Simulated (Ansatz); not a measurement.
Calculation for Ag (fcc type): DFT, PBE, all-electron LAPW, scalar-relativistic (Ansatz 0.2.0). This run: bulk in the slab's orientation.

The cell comes from a relaxation on PAW files under the same functional.

Command: `ansatz run input.yaml --threads 2 --pin off --max-ram 4096MiB --backend cpu --events-out ev --progress --plain --runs-dir out` It took 9.3 s on 2 threads of AMD EPYC 9R45 96-Core Processor (Zen 5), on a shared host, peak memory 0.65 GiB.

```yaml
crystal:
  lattice:
    - [-2.0742206004, 2.0742206004, 0.0]
    - [0.0, 0.0, 4.1484412008]
    - [2.0742206004, 2.0742206004, 0.0]
  atoms:
    - { symbol: Ag, position: [0.0, 0.0, 0.0] }
    - { symbol: Ag, position: [0.5, 0.5, 0.5] }
kpoints:
  mp_grid: { grid: [14, 10, 14] }
scf:
  occupations: { method: fermi_dirac, width: 0.08 }
hamiltonian:
  xc: pbe
  pseudopotentials: { kind: all_electron, lapw: { basis_error: 0.001 } }
output:
  forces: true
  stress: true
  eigenvalues: true
```

Output:

```
LAPW: plane waves up to 7.804 Å⁻¹, error target 1.0e-3 eV per atom; small_component_spin mean_spin; Ag in spheres of 1.467 Å, 19 of its electrons in bands, Dirac shells [] (how accurate: hamiltonian.pseudopotentials.lapw.basis_error, Limitations)
Engine: ansatz 0.2.0
Pseudopotentials: kind: all_electron
Pseudopotential: Ag, LAPW, valence charge 19, lapw/all_electron/scalar/gaussian/Ag, Koelling and Harmon's equation, gaussian nucleus
Functional definition: PBE
  parameter kappa = 0.804
  parameter beta = 0.06672455060314922
  exchange = pbe_x(kappa = kappa, mu = beta*pi^2/3)
  correlation = pbe_c(beta = beta)
Crystal: 2 atoms, lattice volume = 35.696 Å³
Basis set: ecut = 232.01117183006548 eV, 287 PW (Γ), exchange–correlation at level 2
Bands: 23, of which v1, the nominal top of the filled ones, is band 19 counted from 1 (18 counted from 0)
Symmetry: 32 space group operations
Space group: Fm-3m (ITA 225), of the structure as read, at distance tolerance 3.3e-5 Å
k-points: 216 of 1960
Non-local potential: Ag, projectors of the file, none
Initial density: superposition of atomic densities (chi_scale 0.1, normalization cell)
Initial wavefunctions: plane waves of lowest kinetic energy (no species holds an atomic orbital)
Functional: x = pbe(κ = 0.804, μ = 0.2195149727645171), c = pbe(β = 0.06672455060314922)
iter 1 solved again at ethr=1.88e-4 eV; its pass at ethr=1.00e-1 eV (dr2=7.16e-2 eV) is discarded
SCF iter   1: F=—  HF=-289313.060831 eV  |F-HF|=—  |Δ(HF+E_count)|=         —  Δρ=1.82e-2  dr2=7.26e-2  ethr=1.88e-4  ⟨swp⟩=3.1  Hψ=34593  notcnv=0
preconditioner: auto → Kerker (q_TF=auto, 2.757 Å⁻¹)  [metal: Δε(μ)=0.030 eV  Ē_g=10.432 eV  σ=0.080 eV  W_gap=0.09  n_scr=14 (ndim 8)  ℏωp=29.2 eV  f_vac=0.000  D(μ)=0.52/eV (n_scr^D=2)]
iter 2 solved again at ethr=8.49e-6 eV; its pass at ethr=1.88e-4 eV (dr2=3.23e-3 eV) is discarded
SCF iter   2: F=—  HF=-289312.703627 eV  |F-HF|=—  |Δ(HF+E_count)|=   3.57e-1  Δρ=3.03e-3  dr2=3.23e-3  ethr=8.49e-6  ⟨swp⟩=2.0  Hψ=27546  notcnv=0
SCF iter   3: F=—  HF=-289312.609577 eV  |F-HF|=—  |Δ(HF+E_count)|=   9.40e-2  Δρ=5.23e-3  dr2=8.09e-3  ethr=8.49e-6  ⟨swp⟩=3.0  Hψ=16907  notcnv=0
SCF iter   4: F=—  HF=-289312.606596 eV  |F-HF|=—  |Δ(HF+E_count)|=   2.98e-3  Δρ=2.20e-3  dr2=1.88e-3  ethr=8.49e-6  ⟨swp⟩=2.0  Hψ=14496  notcnv=0
SCF iter   5: F=—  HF=-289312.607045 eV  |F-HF|=—  |Δ(HF+E_count)|=   4.49e-4  Δρ=5.59e-4  dr2=1.36e-4  ethr=4.93e-6  ⟨swp⟩=2.0  Hψ=14496  notcnv=0
SCF iter   6: F=—  HF=-289312.607070 eV  |F-HF|=—  |Δ(HF+E_count)|=   2.57e-5  Δρ=1.04e-4  dr2=2.78e-6  ethr=3.59e-7  ⟨swp⟩=2.1  Hψ=14534  notcnv=0
SCF iter   7: F=—  HF=-289312.607072 eV  |F-HF|=—  |Δ(HF+E_count)|=   1.69e-6  Δρ=2.06e-5  dr2=1.29e-7  ethr=7.31e-9  ⟨swp⟩=2.1  Hψ=14520  notcnv=0
SCF iter   8: F=-289312.607072 eV  HF=-289312.607072 eV  |F-HF|=5.01e-9  |Δ(HF+E_count)|=   2.45e-8  Δρ=4.13e-6  dr2=5.63e-9  ethr=3.40e-10  ⟨swp⟩=2.7  Hψ=14782  notcnv=0
SCF 1 converged in 8 iterations: F = -289312.607072 eV  dr2 = 5.63e-9
SCF converged after 8 iterations
Free energy (F): -289312.607072 eV
Harris-Foulkes:  -289312.607072 eV  (|F-HF|=5.01e-9)
Internal energy: -289312.595573 eV  (E = F + TS)
E sigma→0 (E₀):  -289312.601322 eV
Entropy (-TS):   -0.011499 eV (-5.750 meV/atom)
Fermi energy:    17.739955 eV
--- Per-component energies (eV) ---
  E_band       = -449.643054
  E_kinetic    = 302495.187162
  E_xc         = -8133.039229
  E_electrostatic = -583674.743506  (all electrons and nuclei)
  E_smearing   = -0.011499  (= −TS)
  E_closure    = 0.000000  (closes the sum)
  E_atoms      = -289307.169094  (free atoms, spherical and without spin; not in F)
  Σ components = -289312.607072   (vs F -289312.607072, Δ=0.00e0)
  Basis errors (estimates in eV, not in F): energy 1.8e-4 per atom: plane waves 1.7e-4 (1.2e-4 summed), levels above the bands 2.7e-39, relativity 6.1e-8, radial functions 5.9e-6, core shells 3.1e-7; eigenvalues (radial functions only) 1.8e-6; not estimated: angular momenta, meshes, grids; target (lapw.basis_error) 1.0e-3; muffin-tin radii Ag 1.467 Å
--- Forces (eV/Å), atoms counted from 1 ---
  atom   1  Ag    -0.00000000    -0.00000000     0.00000000
  atom   2  Ag    -0.00000000    -0.00000000     0.00000000
  max |Σ_I F_I| component: 5.67e-31 eV/Å
--- Stress (GPa, compression-positive) ---
        0.062957      -0.000000       0.000000
       -0.000000       0.062957       0.000000
        0.000000       0.000000      -0.299108
  P = ⅓ Tr σ = -0.0577 GPa (-0.577 kbar)
--- Band table (eV; the first three rows and the last of 216) ---
  k-point 0: bands = ["-74.1308", "-74.1125", "-37.6634", "-37.5853", "-37.5853", "-37.5334", "-37.5325", "-37.5325", "10.2722", "11.5816", "11.7090", "13.0969", "13.0969", "13.0982", "14.0544", "14.0548", "14.7618", "14.9844", "14.9844", "19.3602", "24.1182", "28.1397", "28.1397"]
  k-point 1: bands = ["-74.1303", "-74.1125", "-37.6615", "-37.5882", "-37.5844", "-37.5367", "-37.5347", "-37.5329", "10.3752", "11.6318", "11.7596", "13.0697", "13.1215", "13.1336", "14.0299", "14.0583", "14.7105", "14.8254", "14.9624", "19.6281", "24.1305", "27.3583", "28.3150"]
  k-point 2: bands = ["-74.1290", "-74.1125", "-37.6559", "-37.5962", "-37.5817", "-37.5487", "-37.5387", "-37.5340", "10.6739", "11.7474", "11.9326", "12.9960", "13.1941", "13.2263", "13.9617", "14.0850", "14.4439", "14.5694", "14.8972", "20.3358", "24.1551", "25.7420", "28.8264"]
  k-point 215: bands = ["-74.1125", "-74.1125", "-37.6240", "-37.6240", "-37.6240", "-37.6240", "-37.5869", "-37.5869", "12.2861", "12.2861", "12.8510", "12.8510", "12.8510", "12.8510", "14.0665", "14.0665", "14.9866", "14.9866", "23.5071", "23.5071", "23.5071", "23.5071", "24.3925"]
```

Next run, as changes to the input before:

```diff
   lattice:
-    - [-2.0742206004, 2.0742206004, 0.0]
-    - [0.0, 0.0, 4.1484412008]
-    - [2.0742206004, 2.0742206004, 0.0]
+    - [2.9333909044, 0.0, 0.0]
+    - [0.0, 4.1484412008, 0.0]
+    - [0.0, 0.0, 21.8668]
   atoms:
-    - { symbol: Ag, position: [0.0, 0.0, 0.0] }
-    - { symbol: Ag, position: [0.5, 0.5, 0.5] }
+    - { symbol: Ag, position: [0.0, 0.0, 0.3658518438] }
+    - { symbol: Ag, position: [0.5, 0.5, 0.4329259217] }
+    - { symbol: Ag, position: [0.0, 0.0, 0.5] }
+    - { symbol: Ag, position: [0.5, 0.5, 0.5670740783] }
+    - { symbol: Ag, position: [0.0, 0.0, 0.6341481562] }
 kpoints:
-  mp_grid: { grid: [14, 10, 14] }
+  mp_grid: { grid: [14, 10, 1] }
 scf:
   eigenvalues: true
+  populations: true
+  dos: { projected: true, de: 0.2, e_range: [-14, 8] }
+efield:
+  axis: 3
+  amplitude: 0
+  dipole_correction: true
```

Results part of the output:

```
SCF 1 converged in 9 iterations: F = -723280.146959 eV  dr2 = 4.40e-8
SCF converged after 9 iterations
Free energy (F): -723280.146959 eV
Harris-Foulkes:  -723280.146959 eV  (|F-HF|=5.47e-8)
Internal energy: -723280.113282 eV  (E = F + TS)
E sigma→0 (E₀):  -723280.130120 eV
Entropy (-TS):   -0.033677 eV (-6.735 meV/atom)
Fermi energy:    3.175058 eV
Dipole field:    D = -0.000000 V/Å  (p = -0.000000 e·Å, saw-weighted, corrected)
Work function:   Φ+ = 4.1926 eV   Φ− = 4.1926 eV
Levels:          The Fermi level and band energies are counted from a zero that moves with the ramp; work functions are not
--- Per-component energies (eV) ---
  E_band       = -2489.192681
  E_kinetic    = 756232.332675
  E_xc         = -20330.494995
  E_efield     = 0.000000  (sawtooth field / dipole correction)
  E_electrostatic = -1459181.950961  (all electrons and nuclei)
  E_smearing   = -0.033677  (= −TS)
  E_closure    = 0.000000  (closes the sum)
[... lines left out ...]
  max |Σ_I F_I| component: 1.59e-8 eV/Å
--- Stress (GPa, compression-positive) ---
       -1.062998       0.000000       0.000000
        0.000000      -1.211788       0.000000
        0.000000       0.000000      -0.494918
  P = ⅓ Tr σ = -0.9232 GPa (-9.232 kbar)
--- Band table (eV; the first three rows and the last of 48) ---
  k-point 0: bands = ["-88.6641", "-88.6316", "-88.6306", "-88.3005", "-88.3005", "-52.1806", "-52.1406", "-52.1201", "-52.1144", "-52.1143", "-52.0838", "-52.0788", "-52.0691", "-52.0635", "-51.7804", "-51.7783", "-51.7762", "-51.7762", "-51.7683", "-51.7683", "-3.6535", "-2.7087", "-2.4499", "-2.3331", "-2.1880", "-1.7667", "-1.6160", "-1.5945", "-1.4973", "-1.2655", "-1.2521", "-1.2217", "-0.9719", "-0.9501", "-0.7967", "-0.6885", "-0.6771", "-0.6143", "-0.4119", "-0.4005", "-0.2624", "-0.1182", "0.1106", "0.1380", "0.1521", "0.1994", "0.4099", "1.6886", "3.8898", "5.8131", "6.0832", "7.3925", "7.4659", "8.1553", "8.9456", "9.2583", "9.8853"]
  k-point 1: bands = ["-88.6640", "-88.6317", "-88.6306", "-88.3005", "-88.3005", "-52.1800", "-52.1449", "-52.1203", "-52.1136", "-52.1098", "-52.0844", "-52.0791", "-52.0690", "-52.0641", "-51.7803", "-51.7783", "-51.7763", "-51.7763", "-51.7684", "-51.7684", "-3.5659", "-2.6780", "-2.4215", "-2.3972", "-2.1688", "-1.9083", "-1.5237", "-1.5004", "-1.4717", "-1.2851", "-1.2545", "-1.1717", "-0.9254", "-0.9162", "-0.8756", "-0.7330", "-0.6152", "-0.5436", "-0.4290", "-0.4257", "-0.2468", "-0.0722", "0.0940", "0.0966", "0.1116", "0.2495", "0.3819", "1.7398", "3.9632", "5.0990", "6.1432", "7.2107", "7.4818", "7.5414", "8.9698", "9.3567", "9.8127"]
  k-point 2: bands = ["-88.6637", "-88.6320", "-88.6306", "-88.3006", "-88.3006", "-52.1785", "-52.1527", "-52.1204", "-52.1118", "-52.1013", "-52.0863", "-52.0800", "-52.0688", "-52.0658", "-51.7799", "-51.7781", "-51.7766", "-51.7764", "-51.7685", "-51.7685", "-3.3185", "-2.6000", "-2.5145", "-2.3488", "-2.1180", "-2.0567", "-1.5157", "-1.4144", "-1.3757", "-1.2589", "-1.2294", "-1.0677", "-1.0414", "-0.8292", "-0.8099", "-0.7508", "-0.5130", "-0.4935", "-0.4298", "-0.3524", "-0.2486", "-0.0092", "0.0413", "0.0492", "0.0807", "0.3015", "0.3118", "1.9047", "3.7726", "4.1762", "5.6973", "6.2244", "7.6534", "7.7404", "8.3581", "9.5605", "9.6463"]
  k-point 47: bands = ["-88.6582", "-88.6283", "-88.6260", "-88.2960", "-88.2960", "-52.1950", "-52.1816", "-52.1413", "-52.1289", "-52.1132", "-52.1084", "-52.1043", "-52.0935", "-52.0779", "-51.8376", "-51.8375", "-51.7749", "-51.7731", "-51.7718", "-51.7718", "-2.5920", "-2.5066", "-1.9900", "-1.9707", "-1.9698", "-1.6288", "-1.6042", "-1.5930", "-1.3885", "-1.3746", "-1.2977", "-1.1806", "-1.1153", "-1.0470", "-0.6664", "-0.5057", "-0.4969", "-0.3141", "-0.1467", "-0.0076", "0.2523", "0.2785", "0.2967", "0.3116", "0.3984", "3.8076", "3.9411", "5.8604", "6.2840", "6.7041", "6.8100", "7.1662", "8.0125", "8.0248", "8.2168", "9.7227", "9.7618"]
--- Löwdin populations: 5 sites ---
  site symbol       q [e]
     0     Ag     46.9405
     1     Ag     46.8852
     2     Ag     46.8875
     3     Ag     46.8852
     4     Ag     46.9405
  spilling = 0.001962 (of n_electrons = 235.000000)
```

Next run (atoms relaxed), as changes to the input before:

```diff
   atoms:
-    - { symbol: Ag, position: [0.0, 0.0, 0.3658518438] }
-    - { symbol: Ag, position: [0.5, 0.5, 0.4329259217] }
-    - { symbol: Ag, position: [0.0, 0.0, 0.5] }
-    - { symbol: Ag, position: [0.5, 0.5, 0.5670740783] }
-    - { symbol: Ag, position: [0.0, 0.0, 0.6341481562] }
+    - { symbol: Ag, position: [0.0, 0.0, 0.3693695523] }
+    - { symbol: Ag, position: [0.5, 0.5, 0.4309424661] }
+    - { symbol: Ag, position: [0.0, 0.0, 0.5000000001] }
+    - { symbol: Ag, position: [0.5, 0.5, 0.5690575337] }
+    - { symbol: Ag, position: [0.0, 0.0, 0.6306304477] }
 kpoints:
   eigenvalues: true
-  populations: true
-  dos: { projected: true, de: 0.2, e_range: [-14, 8] }
+relax:
+  f_tol: 0.01
+  max_steps: 12
 efield:
```

Command: `ansatz run input.yaml --threads 2 --pin off --max-ram 4096MiB --backend cpu --events-out ev --progress --plain --runs-dir out` It took 110 s on 2 threads of AMD EPYC 9R45 96-Core Processor (Zen 5) (shared host), peak memory 1.1 GiB.

Results part of the output:

```
SCF converged after 5 iterations
Free energy (F): -723280.178668 eV
Harris-Foulkes:  -723280.178668 eV  (|F-HF|=4.66e-10)
Internal energy: -723280.144357 eV  (E = F + TS)
E sigma→0 (E₀):  -723280.161512 eV
Entropy (-TS):   -0.034312 eV (-6.862 meV/atom)
Fermi energy:    3.161985 eV
Dipole field:    D = -0.000000 V/Å  (p = -0.000000 e·Å, saw-weighted, corrected)
Work function:   Φ+ = 4.2161 eV   Φ− = 4.2161 eV
Levels:          The Fermi level and band energies are counted from a zero that moves with the ramp; work functions are not
--- Per-component energies (eV) ---
  E_band       = -2493.318596
  E_kinetic    = 756234.391381
  E_xc         = -20330.899026
  E_efield     = 0.000000  (sawtooth field / dipole correction)
  E_electrostatic = -1459183.636712  (all electrons and nuclei)
[... lines left out ...]
        0.000000      -0.741069       0.000000
        0.000000       0.000000      -0.039356
  P = ⅓ Tr σ = -0.5112 GPa (-5.112 kbar)
--- Band table (eV; the first three rows and the last of 48) ---
  k-point 0: bands = ["-88.6799", "-88.6516", "-88.6514", "-88.3721", "-88.3721", "-52.1931", "-52.1654", "-52.1426", "-52.1303", "-52.1281", "-52.1092", "-52.1008", "-52.0913", "-52.0849", "-51.8513", "-51.8473", "-51.8473", "-51.8470", "-51.8359", "-51.8359", "-3.7042", "-2.7462", "-2.4805", "-2.4641", "-2.3277", "-1.8110", "-1.6870", "-1.5620", "-1.5459", "-1.3161", "-1.3070", "-1.2709", "-0.9792", "-0.9606", "-0.9523", "-0.7545", "-0.7241", "-0.6639", "-0.4514", "-0.4443", "-0.3481", "-0.1920", "0.0614", "0.0855", "0.1233", "0.2481", "0.4251", "1.7628", "3.9460", "5.7658", "6.2738", "7.4066", "7.5165", "8.0345", "9.0049", "9.2808", "9.8611"]
  k-point 1: bands = ["-88.6798", "-88.6517", "-88.6514", "-88.3721", "-88.3721", "-52.1921", "-52.1700", "-52.1373", "-52.1325", "-52.1275", "-52.1083", "-52.1014", "-52.0912", "-52.0855", "-51.8513", "-51.8479", "-51.8473", "-51.8464", "-51.8361", "-51.8361", "-3.6162", "-2.7145", "-2.5161", "-2.4497", "-2.3074", "-1.9436", "-1.5974", "-1.5411", "-1.5094", "-1.3388", "-1.2890", "-1.2008", "-1.0539", "-0.9292", "-0.8822", "-0.7549", "-0.7055", "-0.6432", "-0.4758", "-0.4573", "-0.3161", "-0.1309", "0.0112", "0.0787", "0.0955", "0.2823", "0.3939", "1.8146", "4.0219", "5.0538", "6.3303", "7.1109", "7.4954", "7.5896", "9.0240", "9.3779", "9.8609"]
  k-point 2: bands = ["-88.6795", "-88.6520", "-88.6514", "-88.3721", "-88.3721", "-52.1895", "-52.1780", "-52.1368", "-52.1278", "-52.1256", "-52.1070", "-52.1030", "-52.0908", "-52.0870", "-51.8511", "-51.8487", "-51.8475", "-51.8458", "-51.8364", "-51.8364", "-3.3673", "-2.6308", "-2.6187", "-2.3705", "-2.2491", "-2.1152", "-1.6170", "-1.4752", "-1.4026", "-1.3021", "-1.2411", "-1.1765", "-1.0585", "-0.9007", "-0.8775", "-0.7984", "-0.5860", "-0.4837", "-0.4672", "-0.4210", "-0.3170", "-0.0951", "0.0192", "0.0366", "0.0642", "0.3140", "0.3242", "1.9830", "3.7253", "4.2407", "5.6017", "6.3973", "7.6907", "7.7571", "8.4093", "9.6320", "9.6639"]
  k-point 47: bands = ["-88.6740", "-88.6481", "-88.6467", "-88.3676", "-88.3676", "-52.2083", "-52.1954", "-52.1652", "-52.1546", "-52.1362", "-52.1241", "-52.1234", "-52.1209", "-52.0986", "-51.9030", "-51.9029", "-51.8459", "-51.8441", "-51.8441", "-51.8420", "-2.6697", "-2.5018", "-2.0959", "-2.0712", "-1.9257", "-1.7472", "-1.6948", "-1.5824", "-1.4762", "-1.3943", "-1.3573", "-1.2932", "-1.1405", "-1.0661", "-0.7738", "-0.6025", "-0.5343", "-0.3716", "-0.2070", "-0.0526", "0.2508", "0.2608", "0.2737", "0.2845", "0.4017", "3.7397", "3.9155", "5.7811", "6.1404", "6.6613", "6.8267", "7.1971", "8.0553", "8.1615", "8.2192", "9.7328", "9.7575"]
--- Relaxed structure (2 steps of the walk, 2 accepted, 0 SCFs on fresh bases) ---
  F+E_penalty+E_count = -723280.17866834 eV   max|allowed force component| = 9.260e-3 eV/Å
  atoms:
    - { symbol: Ag, position: [0.0, 0.0, 0.3693695523] }
    - { symbol: Ag, position: [0.5000000000000001, 0.5, 0.4309424661] }
    - { symbol: Ag, position: [0.0, 0.0, 0.5000000001] }
    - { symbol: Ag, position: [0.5000000000000001, 0.5, 0.5690575337] }
    - { symbol: Ag, position: [0.0, 0.0, 0.6306304476999999] }
```

Next run (field of 0.1 V/Å along the normal), as changes to the input before:

```diff
   eigenvalues: true
-relax:
-  f_tol: 0.01
-  max_steps: 12
 efield:
   axis: 3
-  amplitude: 0
+  amplitude: 0.1
   dipole_correction: true
```

Results part of the output:

```
SCF 1 converged in 9 iterations: F = -723280.181778 eV  dr2 = 1.64e-8
SCF converged after 9 iterations
Free energy (F): -723280.181778 eV
Harris-Foulkes:  -723280.181778 eV  (|F-HF|=1.59e-8)
Internal energy: -723280.147467 eV  (E = F + TS)
E sigma→0 (E₀):  -723280.164622 eV
Entropy (-TS):   -0.034311 eV (-6.862 meV/atom)
Fermi energy:    3.161130 eV
Dipole field:    D = 0.039152 V/Å  (p = 0.057575 e·Å, saw-weighted, corrected)
Work function:   not extracted (applied field tilts the vacuum); planar V_es + V_field profile in the machine report
Levels:          The Fermi level and band energies are counted from a zero that moves with the ramp; work functions are not
--- Per-component energies (eV) ---
  E_band       = -2493.396125
  E_kinetic    = 756234.419065
  E_xc         = -20330.899405
  E_efield     = -0.004630  (sawtooth field / dipole correction)
[... lines left out ...]
  atom   1  Ag     0.00000000     0.00000000     0.00712746
  atom   2  Ag     0.00000000     0.00000000     0.00660638
  atom   3  Ag     0.00000000     0.00000000     0.00429678
  atom   4  Ag     0.00000000     0.00000000    -0.01194345
  atom   5  Ag     0.00000000     0.00000000    -0.00608988
  max |Σ_I F_I| component: 2.71e-6 eV/Å
--- Stress (GPa, compression-positive) ---
       -0.751432       0.000000       0.000000
        0.000000      -0.739432       0.000000
        0.000000       0.000000      -0.038290
  P = ⅓ Tr σ = -0.5097 GPa (-5.097 kbar)
--- Band table (eV; the first three rows and the last of 48) ---
  k-point 0: bands = ["-88.6808", "-88.6528", "-88.6517", "-88.3766", "-88.3692", "-52.1940", "-52.1663", "-52.1433", "-52.1311", "-52.1290", "-52.1101", "-52.1016", "-52.0921", "-52.0857", "-51.8545", "-51.8513", "-51.8453", "-51.8449", "-51.8399", "-51.8337", "-3.7050", "-2.7471", "-2.4814", "-2.4649", "-2.3286", "-1.8119", "-1.6879", "-1.5628", "-1.5467", "-1.3169", "-1.3078", "-1.2717", "-0.9802", "-0.9614", "-0.9529", "-0.7554", "-0.7248", "-0.6647", "-0.4522", "-0.4451", "-0.3489", "-0.1928", "0.0606", "0.0847", "0.1225", "0.2473", "0.4243", "1.7619", "3.9445", "5.7650", "6.2538", "7.2371", "7.6559", "8.0337", "8.9836", "9.3236", "9.8598"]
  k-point 1: bands = ["-88.6807", "-88.6529", "-88.6517", "-88.3766", "-88.3692", "-52.1930", "-52.1709", "-52.1381", "-52.1332", "-52.1284", "-52.1091", "-52.1022", "-52.0920", "-52.0862", "-51.8545", "-51.8513", "-51.8459", "-51.8443", "-51.8400", "-51.8338", "-3.6170", "-2.7153", "-2.5169", "-2.4505", "-2.3082", "-1.9445", "-1.5983", "-1.5420", "-1.5103", "-1.3397", "-1.2899", "-1.2016", "-1.0547", "-0.9301", "-0.8829", "-0.7557", "-0.7063", "-0.6441", "-0.4766", "-0.4581", "-0.3170", "-0.1318", "0.0104", "0.0779", "0.0947", "0.2814", "0.3931", "1.8137", "4.0204", "5.0530", "6.3118", "7.1100", "7.3148", "7.7397", "9.0026", "9.4201", "9.8590"]
  k-point 2: bands = ["-88.6804", "-88.6530", "-88.6518", "-88.3766", "-88.3693", "-52.1903", "-52.1789", "-52.1376", "-52.1286", "-52.1265", "-52.1078", "-52.1037", "-52.0917", "-52.0877", "-51.8544", "-51.8514", "-51.8466", "-51.8437", "-51.8403", "-51.8341", "-3.3681", "-2.6317", "-2.6195", "-2.3713", "-2.2499", "-2.1160", "-1.6178", "-1.4761", "-1.4034", "-1.3030", "-1.2420", "-1.1773", "-1.0593", "-0.9015", "-0.8783", "-0.7992", "-0.5869", "-0.4845", "-0.4680", "-0.4219", "-0.3179", "-0.0959", "0.0184", "0.0359", "0.0634", "0.3130", "0.3235", "1.9821", "3.7245", "4.2392", "5.6008", "6.3869", "7.4791", "7.9443", "8.3863", "9.6133", "9.7107"]
  k-point 47: bands = ["-88.6750", "-88.6491", "-88.6472", "-88.3721", "-88.3647", "-52.2092", "-52.1963", "-52.1659", "-52.1555", "-52.1370", "-52.1250", "-52.1241", "-52.1217", "-52.0993", "-51.9068", "-51.9007", "-51.8492", "-51.8481", "-51.8416", "-51.8402", "-2.6705", "-2.5027", "-2.0967", "-2.0720", "-1.9266", "-1.7481", "-1.6956", "-1.5832", "-1.4771", "-1.3951", "-1.3581", "-1.2941", "-1.1413", "-1.0669", "-0.7746", "-0.6032", "-0.5351", "-0.3724", "-0.2078", "-0.0534", "0.2500", "0.2601", "0.2726", "0.2838", "0.4010", "3.7388", "3.9147", "5.7803", "6.1396", "6.6605", "6.8259", "7.1962", "8.0544", "8.1607", "8.2182", "9.7320", "9.7565"]
```
